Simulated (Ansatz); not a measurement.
Question: Each is relaxed and computed with PBE (plane waves, PAW; program Ansatz). Which is the only metal?
A) SiO2, P4_2/nmc (Si on 2a, O on 4d)
B) SrCdSiS4, Ama2 (Pearson symbol oS28)
C) HfSiO4, I4_1/amd (Hf on 4a, Si on 4b, O on 16h)
D) YbSi2, Fddd (Si on 16f, Yb on 8a)

Answer: D, YbSi2, Fddd (Si on 16f, Yb on 8a). YbSi2: metal; SiO2: gap 5.04 eV (indirect); SrCdSiS4: gap 2.70 eV (indirect); HfSiO4: gap 5.31 eV (indirect). Caveat: open 4f shells can settle in a state that is not the lowest. Constructed cells (a structure type filled with these elements, in neither database checked): YbSi2, Fddd (Si on 16f, Yb on 8a); SiO2, P4_2/nmc (Si on 2a, O on 4d). Not the usual ambient phase: SiO2, P4_2/nmc (Si on 2a, O on 4d). Standing as an ambient phase not checked: SrCdSiS4, Ama2 (Pearson symbol oS28). Began spin-polarised and lost the moments: YbSi2, Fddd (Si on 16f, Yb on 8a). All cells were relaxed under the symmetry of their starts (and spin orders); stability against distortions was not tested throughout. Rows with no word on spin ran without spin polarisation. No Hubbard U is applied. Scalar-relativistic: spin–orbit coupling is off unless named, which matters more the heavier the elements.

Potentials: the later of the program's two PAW sets.
